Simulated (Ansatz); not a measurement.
Geometry optimisation in Ansatz: input, command and trajectory.

```yaml
crystal:
  lattice:
    - [-4.72703598, 4.72703598, -4.72703598]
    - [4.72703598, 4.72703598, 4.72703598]
    - [4.72703598, -4.72703598, -4.72703598]
  atoms:
    - { symbol: Cu, position: [0.2503931591, 0.0006622422, 0.749310179] }
    - { symbol: Ga, position: [0.5013413442, 0.7505737738, 0.7518274445] }
    - { symbol: Ga, position: [0.7504005616, 0.9998962057, 0.249636229] }
    - { symbol: Ga, position: [0.5006328442, 0.5003370014, 0.002484194] }
    - { symbol: In, position: [0.499597941, 0.9972055687, 0.4991337793] }
    - { symbol: In, position: [0.7444490983, 0.4961909664, 0.7423453513] }
    - { symbol: In, position: [0.5025717398, 0.2516970636, 0.2533506914] }
    - { symbol: In, position: [0.0062228816, 0.0033496958, 0.0066525058] }
    - { symbol: In, position: [0.7482573756, 0.2480862235, 0.0018751625] }
    - { symbol: Sb, position: [0.9953877798, 0.2439967063, 0.7470902049] }
    - { symbol: Sb, position: [0.2501795055, 0.2473918375, 0.5018070726] }
    - { symbol: Sb, position: [0.0005302214, 0.4999089113, 0.4980226699] }
    - { symbol: Sb, position: [0.7455865753, 0.748032925, 0.4975180915] }
    - { symbol: Sb, position: [0.2494772443, 0.4996021988, 0.2499718645] }
    - { symbol: Bi, position: [0.0044289697, 0.7517456249, 0.2489222828] }
    - { symbol: Bi, position: [0.2510457242, 0.7541807557, 0.0042696687] }
  symmetry: { detect: false }
basis:
  ecutwfc: 420
kpoints:
  mp_grid: { grid: [2, 2, 2], shift: [0.5, 0.5, 0.5] }
hamiltonian:
  xc: pbe
scf:
  occupations: { method: gaussian, width: 0.1 }
  lower_state_search: "off"
output:
  forces: true
  stress: true
  eigenvalues: true
relax:
  adjacent_minimum: "off"
  f_tol: 0.04
  max_steps: 50
  cell: { stress_tol: 0.3 }
```

```bash
ansatz run input.yaml --threads 4 --pin off --max-ram 9216MiB --backend cpu --events-out ev --progress --plain --runs-dir out
```

The calculation used DFT PBE, scalar-relativistic, plane waves, PAW (Ansatz).

Of 19 frames 10 are shown, positions in Å and forces in eV/Å; the SCF threshold varies from step to step. Steps run on the plane waves of an earlier cell, with a Pulay correction in the pressure. The basis is chosen afresh for the last frame, the zero of the energies, and at times for earlier ones too; energy and pressure can step there, also at an unchanged geometry. Where two frames share a geometry here, they differ by under 2 meV/atom and 0.3 GPa. The mark taken_back stands on steps that the optimiser undid.

```xyz
16
Lattice="-4.7270 4.7270 -4.7270 4.7270 4.7270 4.7270 4.7270 -4.7270 -4.7270" Properties=species:S:1:pos:R:3:forces:R:3 pbc="T T T" step=1 free_energy_over_end_meV_per_atom=90.36 pressure_GPa=-0.85
Cu    2.3615   -2.3553   -4.7225    0.0648    0.0226    0.0435
Ga    4.7320    2.3639   -2.3758    0.1961    0.0753   -0.0280
Ga    2.3594    7.0937   -0.0007   -0.0759    0.0207    0.1212
Ga    0.0103    4.7199   -0.0131   -0.2280   -0.0117    0.0572
In    4.7116    4.7160   -0.0072    0.3941    0.0016   -0.2733
In    2.3356    2.3555   -4.6826    0.1844   -0.1688    0.0972
In    0.0117    2.3679   -2.3835   -0.3610    0.1134    0.2535
In    0.0179    0.0138   -0.0450   -0.1589    0.0995    0.4879
In   -2.3555    4.7009   -2.3732   -0.1925   -0.5721    0.3788
Sb   -0.0203    2.3271   -7.0834   -0.4737   -0.2063   -0.2863
Sb    2.3589   -0.0200   -2.3852    0.2954   -0.1710   -0.5195
Sb    4.7148    0.0114    0.0064    0.3247    0.0647   -0.0304
Sb    2.3634    4.7086   -2.3402    0.1336    0.1764   -0.1722
Sb    2.3640    2.3593    0.0007   -0.2990    0.0629   -0.5020
Bi    4.7093    2.3978    2.3559    0.6091   -0.4009    0.0923
Bi    2.3985    4.7316    2.3582   -0.4132    0.8938    0.2799
16
Lattice="-4.6798 4.6407 -4.6720 4.6995 4.6729 4.6845 4.6723 -4.6532 -4.6770" Properties=species:S:1:pos:R:3:forces:R:3 pbc="T T T" step=3 free_energy_over_end_meV_per_atom=47.45 pressure_GPa=0.54
Cu    2.3651   -2.3147   -4.6175    0.0896    0.0981    0.0522
Ga    4.7401    2.3737   -2.3609   -0.0724    0.0208   -0.0716
Ga    2.3292    7.0310    0.0465   -0.0182    0.0591   -0.0035
Ga   -0.0694    4.6556    0.0173   -0.0008   -0.0101   -0.0339
In    4.7616    4.6307   -0.0203   -0.1273    0.0416    0.0107
In    2.3860    2.2962   -4.6736   -0.0430    0.0662   -0.0863
In   -0.0831    2.3568   -2.2493    0.1169    0.0489    0.0008
In    0.0209   -0.0246    0.0580    0.1296   -0.1116   -0.0774
In   -2.3724    4.4243   -2.1834    0.0260   -0.0052    0.0323
Sb   -0.1227    2.2449   -7.1312    0.0897    0.0165   -0.0405
Sb    2.4161   -0.1219   -2.6004   -0.0198   -0.1356   -0.0895
Sb    4.7385    0.0496    0.0261   -0.1030   -0.0127    0.0935
Sb    2.4126    4.6617   -2.3721    0.0012   -0.0765    0.0238
Sb    2.2647    2.3763   -0.1305   -0.0150   -0.0097   -0.0053
Bi    4.7750    2.2996    2.3681   -0.0803    0.0028    0.0758
Bi    2.2935    4.9597    2.4772    0.0268    0.0073    0.1187
16
Lattice="-4.7249 4.6660 -4.6856 4.7222 4.6823 4.7046 4.7047 -4.6850 -4.6844" Properties=species:S:1:pos:R:3:forces:R:3 pbc="T T T" step=5 free_energy_over_end_meV_per_atom=33.73 pressure_GPa=0.18
Cu    2.5993   -2.2397   -4.5460    0.1371   -0.0867   -0.0695
Ga    4.6697    2.3415   -2.4765   -0.0967   -0.0155   -0.0224
Ga    2.3201    7.0206    0.0919    0.0109   -0.0080   -0.0412
Ga   -0.0167    4.7765   -0.0026    0.0696   -0.0070    0.0024
In    4.6072    4.7505    0.0354   -0.1050    0.0402   -0.0564
In    2.3194    2.3354   -4.7796   -0.0664    0.0492    0.0447
In    0.0223    2.3837   -2.2390    0.0377    0.0269   -0.0229
In    0.1748   -0.1309    0.0117    0.0213    0.0363    0.0044
In   -2.4396    4.3179   -2.0293   -0.0331    0.0544   -0.0634
Sb   -0.0663    2.2570   -7.2678    0.1254   -0.0914    0.0592
Sb    2.4117   -0.2382   -2.7713   -0.0676    0.0741    0.0469
Sb    4.5408   -0.0488    0.0703   -0.1160   -0.0168    0.0648
Sb    2.4679    4.6598   -2.4383   -0.0121    0.0090   -0.0059
Sb    2.2765    2.3737   -0.0997    0.0610   -0.0326    0.0293
Bi    4.7588    2.2506    2.3722    0.0307   -0.1028   -0.1010
Bi    2.2699    5.1503    2.7438    0.0032    0.0707    0.1309
16
Lattice="-4.7680 4.7014 -4.6881 4.7278 4.6982 4.7251 4.7118 -4.7384 -4.6689" Properties=species:S:1:pos:R:3:forces:R:3 pbc="T T T" step=7 free_energy_over_end_meV_per_atom=24.79 pressure_GPa=0.02
Cu    2.9586   -2.2454   -4.5054    0.0269    0.0171   -0.0382
Ga    4.5371    2.2777   -2.5329   -0.0128    0.0224    0.0087
Ga    2.1681    6.9488    0.1193   -0.0048   -0.0202    0.0415
Ga    0.0511    4.8216    0.0364   -0.0037   -0.0720   -0.0317
In    4.4477    4.8659    0.1085   -0.0568    0.0026    0.0169
In    2.2820    2.3799   -4.7710    0.0129    0.0301    0.0198
In    0.0823    2.4473   -2.2379    0.0055    0.0486    0.0200
In    0.2398   -0.1380   -0.0586   -0.0113   -0.0262   -0.0348
In   -2.5474    4.2941   -1.9623   -0.0115    0.0151   -0.0415
Sb    0.0586    2.2336   -7.2189    0.0652   -0.0121    0.0499
Sb    2.3358   -0.2679   -2.8228   -0.0541    0.0538   -0.0028
Sb    4.2712   -0.2009    0.0222   -0.0360   -0.0141    0.0107
Sb    2.4994    4.7315   -2.4745    0.0043    0.0343   -0.0069
Sb    2.3439    2.3939   -0.0596    0.0594    0.0513    0.0056
Bi    4.7527    2.1367    2.2950    0.0220   -0.0962    0.0032
Bi    2.2200    5.3349    2.9777   -0.0050   -0.0342   -0.0204
16
Lattice="-4.8207 4.7521 -4.6537 4.7295 4.7055 4.6983 4.7475 -4.7967 -4.6251" Properties=species:S:1:pos:R:3:forces:R:3 pbc="T T T" step=9 free_energy_over_end_meV_per_atom=18.46 pressure_GPa=0.18
Cu    3.2818   -2.2043   -4.4540   -0.1824   -0.1720   -0.0129
Ga    4.4599    2.2532   -2.4968    0.0606   -0.0391    0.0993
Ga    1.9046    6.8623    0.2333   -0.0306    0.0040    0.0238
Ga    0.0799    4.6724    0.0881    0.1323    0.1522    0.1637
In    4.2391    5.0110    0.2582   -0.0520    0.0224    0.0727
In    2.3375    2.4523   -4.6625    0.0177    0.0217   -0.0126
In    0.1110    2.6643   -2.1905   -0.0054    0.0947   -0.1590
In    0.3067   -0.1228   -0.2295    0.0414   -0.0728   -0.0499
In   -2.7206    4.3079   -1.9224    0.0461    0.0117    0.0404
Sb    0.2878    2.2153   -7.0942    0.0133    0.0730    0.0365
Sb    2.1947   -0.3253   -2.9551   -0.0025    0.0265   -0.0069
Sb    3.9976   -0.4294   -0.1300   -0.0491   -0.0671   -0.0406
Sb    2.6284    4.9278   -2.5350   -0.0095    0.0278   -0.0622
Sb    2.5412    2.4901   -0.0740    0.1117   -0.0141   -0.0580
Bi    4.7692    1.8378    2.2676   -0.0340    0.0202    0.0526
Bi    2.1406    5.4650    3.1011   -0.0575   -0.0890   -0.0870
16
Lattice="-4.9817 4.9198 -4.4330 4.7664 4.8557 4.5843 4.8738 -5.0711 -4.4763" Properties=species:S:1:pos:R:3:forces:R:3 pbc="T T T" step=11 free_energy_over_end_meV_per_atom=11.80 pressure_GPa=0.11 taken_back
Cu    3.2503   -2.5234   -4.2823    0.1955    0.0839   -0.1900
Ga    4.5795    2.2534   -2.1579    0.2105    0.0263   -0.3344
Ga    1.6904    7.1079    0.3835   -0.0349    0.0774   -0.1379
Ga    0.1575    4.7698    0.3950   -0.1722   -0.1364   -0.0736
In    4.0798    5.2490    0.4506    0.0276   -0.1262   -0.1071
In    2.4497    2.4934   -4.3598    0.0376   -0.1160    0.0151
In    0.0307    3.0228   -2.1398    0.0248   -0.0207    0.3056
In    0.3634   -0.1616   -0.3629   -0.0294    0.0954    0.0211
In   -2.8297    4.5086   -1.7519    0.0413    0.0351   -0.1377
Sb    0.3344    2.2174   -6.7265   -0.1439   -0.0822   -0.0132
Sb    2.2181   -0.4439   -3.0740    0.0665   -0.0365    0.1771
Sb    3.8778   -0.6165   -0.2641   -0.0346    0.0089   -0.1645
Sb    2.6844    5.1586   -2.4882   -0.0594   -0.1246    0.1699
Sb    2.7145    2.5360   -0.1684   -0.2168    0.1529    0.3450
Bi    4.8630    1.7083    2.2676    0.0389    0.0332   -0.0646
Bi    2.0217    5.5244    3.0110    0.0484    0.1295    0.1893
16
Lattice="-4.8917 4.8999 -4.4696 4.7208 4.8600 4.6006 4.8082 -5.0309 -4.5170" Properties=species:S:1:pos:R:3:forces:R:3 pbc="T T T" step=13 free_energy_over_end_meV_per_atom=2.88 pressure_GPa=0.16
Cu    3.3051   -2.4736   -4.3418    0.0071   -0.0189   -0.0782
Ga    4.5327    2.3025   -2.2617    0.0275    0.0455   -0.0115
Ga    1.7050    7.0992    0.3111   -0.0548   -0.0134   -0.0321
Ga    0.1395    4.7392    0.3545    0.0382    0.0269   -0.0215
In    4.0692    5.2267    0.4203    0.0536    0.0202    0.0393
In    2.4390    2.4662   -4.4211    0.0059   -0.0199    0.0223
In    0.0811    2.9921   -2.1189   -0.0187   -0.0041   -0.0306
In    0.3404   -0.1231   -0.3389   -0.0315    0.0254    0.0194
In   -2.7548    4.4962   -1.8052    0.0055   -0.0005   -0.0354
Sb    0.3022    2.2148   -6.7583    0.0303    0.0123    0.0410
Sb    2.2181   -0.4648   -3.0329   -0.0908   -0.0073   -0.0324
Sb    3.8204   -0.5937   -0.3235    0.1007   -0.0156    0.0675
Sb    2.6649    5.1316   -2.4928   -0.0199   -0.0983    0.0214
Sb    2.6451    2.6073   -0.1214   -0.0219    0.0020    0.0090
Bi    4.8167    1.7488    2.2410   -0.0049    0.0403    0.0040
Bi    2.0334    5.5715    3.0507   -0.0263    0.0055    0.0179
16
Lattice="-4.8710 4.8973 -4.4891 4.7080 4.8686 4.6234 4.7986 -5.0316 -4.5510" Properties=species:S:1:pos:R:3:forces:R:3 pbc="T T T" step=15 free_energy_over_end_meV_per_atom=1.87 pressure_GPa=-0.11
Cu    3.2908   -2.4988   -4.3916    0.0363    0.0222   -0.0136
Ga    4.5367    2.3434   -2.2720    0.0227    0.0415   -0.0071
Ga    1.6975    7.1127    0.2959   -0.0300    0.0021    0.0100
Ga    0.1504    4.7514    0.3478   -0.0181   -0.0326   -0.0155
In    4.0774    5.2441    0.4251    0.0149    0.0050    0.0214
In    2.4458    2.4457   -4.4381    0.0162   -0.0157    0.0088
In    0.0764    2.9785   -2.1351   -0.0141    0.0015    0.0048
In    0.3301   -0.1060   -0.3239   -0.0084    0.0370   -0.0020
In   -2.7295    4.5084   -1.8228   -0.0060    0.0051    0.0043
Sb    0.3036    2.2155   -6.7888   -0.0155   -0.0091    0.0145
Sb    2.2035   -0.4907   -3.0549    0.0084   -0.0201   -0.0227
Sb    3.8382   -0.5987   -0.3127    0.0195   -0.0195   -0.0205
Sb    2.6590    5.1047   -2.5004    0.0033   -0.0099    0.0028
Sb    2.6390    2.6234   -0.1274   -0.0104   -0.0063    0.0121
Bi    4.8095    1.7815    2.2433    0.0065   -0.0056   -0.0032
Bi    2.0144    5.5719    3.0588   -0.0253    0.0042    0.0058
16
Lattice="-4.8139 4.8825 -4.4839 4.6664 4.8995 4.6485 4.7654 -5.0470 -4.5999" Properties=species:S:1:pos:R:3:forces:R:3 pbc="T T T" step=17 free_energy_over_end_meV_per_atom=0.49 pressure_GPa=0.04
Cu    3.3704   -2.5805   -4.4602   -0.0091    0.0302   -0.0095
Ga    4.5245    2.5202   -2.2148    0.0151    0.0316   -0.0130
Ga    1.5626    7.1483    0.3368   -0.0157    0.0049    0.0523
Ga    0.2089    4.6799    0.3353   -0.0283    0.0159   -0.0096
In    4.0210    5.2978    0.4988   -0.0065   -0.0168   -0.0108
In    2.5281    2.3844   -4.4208    0.0133    0.0112    0.0080
In    0.0774    2.9788   -2.1985   -0.0142   -0.0008   -0.0164
In    0.3367    0.0112   -0.3849   -0.0080   -0.0350    0.0163
In   -2.6567    4.5424   -1.8147   -0.0019   -0.0135    0.0222
Sb    0.3116    2.1682   -6.7156   -0.0016   -0.0059    0.0273
Sb    2.1970   -0.5810   -3.1492    0.0281   -0.0004    0.0068
Sb    3.7644   -0.6467   -0.3740    0.0096   -0.0370   -0.0499
Sb    2.6694    5.0668   -2.5256   -0.0036    0.0119   -0.0255
Sb    2.6105    2.6598   -0.0961    0.0469   -0.0074    0.0098
Bi    4.7803    1.7886    2.2360   -0.0067   -0.0058   -0.0003
Bi    1.9046    5.5995    3.0931   -0.0175    0.0168   -0.0079
16
Lattice="-4.8050 4.8969 -4.4541 4.6443 4.9345 4.6524 4.7797 -5.0952 -4.6271" Properties=species:S:1:pos:R:3:forces:R:3 pbc="T T T" step=19 free_energy_over_end_meV_per_atom=0.00 pressure_GPa=0.03
Cu    3.4214   -2.6299   -4.4967   -0.0203    0.0318    0.0004
Ga    4.5471    2.6484   -2.1750    0.0013   -0.0198    0.0083
Ga    1.4735    7.1930    0.3935    0.0141   -0.0186    0.0395
Ga    0.2121    4.6723    0.3415    0.0082   -0.0007   -0.0081
In    3.9843    5.3271    0.5376   -0.0193   -0.0143   -0.0154
In    2.5841    2.3548   -4.3907   -0.0147   -0.0093    0.0050
In    0.0721    2.9898   -2.2268    0.0126   -0.0269    0.0156
In    0.3348    0.0427   -0.4052   -0.0065   -0.0201   -0.0033
In   -2.6157    4.5818   -1.7861    0.0180    0.0023    0.0126
Sb    0.3261    2.1256   -6.6553    0.0154   -0.0080    0.0004
Sb    2.2073   -0.6396   -3.1926    0.0166    0.0139    0.0240
Sb    3.7491   -0.7187   -0.4420   -0.0201    0.0094   -0.0237
Sb    2.6642    5.0682   -2.5440   -0.0162    0.0267   -0.0351
Sb    2.6221    2.6712   -0.0787    0.0234    0.0089    0.0037
Bi    4.7750    1.7880    2.2278   -0.0157    0.0059   -0.0022
Bi    1.8252    5.6545    3.1154    0.0031    0.0191   -0.0218
```

The run took 3.8 min on 4 threads of AMD EPYC 7R43 64-Core Processor (Zen 3), on a shared host, peak memory 1.6 GiB.

The k mesh is coarse. Spin–orbit coupling is left out, which can shift energies with elements as heavy as these.